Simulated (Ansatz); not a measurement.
BAs:
```
BAs
1.0
    5.88907     0.00000     0.00000
    0.00000     5.88907     0.00000
    0.00000     0.00000     3.38962
B As
4 4
Direct
  0.32273   0.67727   0.00000
  0.67727   0.32273   0.00000
  0.82273   0.82273   0.50000
  0.17727   0.17727   0.50000
  0.31862   0.31862   0.00000
  0.68138   0.68138   0.00000
  0.18138   0.81862   0.50000
  0.81862   0.18138   0.50000
```

PBE in the plane-wave PAW code Ansatz gives a gap of 0.80 eV without spin–orbit coupling, maximum at Γ, minimum on the Γ–Z line, 58 % of the way from Γ.

### Question
What happens when spin–orbit coupling is switched on?

### Answer
The gap falls by 0.06 eV, to 0.74 eV; maximum at Γ, minimum on the Γ–Z line, 58 % of the way from Γ.

### Question
Give the electron effective mass with spin–orbit coupling.

### Answer
0.35, 0.35, 0.46 mₑ (principal values).

### Question
Give the hole effective mass with spin–orbit coupling.

### Answer
0.24, 0.24, 0.65 mₑ (principal values).

Space group P4_2/mnm. The start of the workflow was typed in or built on a structure type; neither database checked (COD, Materials Project) lists it. It is not the phase usual at ambient conditions (space group No. 216). The cell was relaxed with PBE under the symmetry of its start; whether a distortion lowers the energy is not shown.

Potentials: the earlier of the program's two PAW sets.
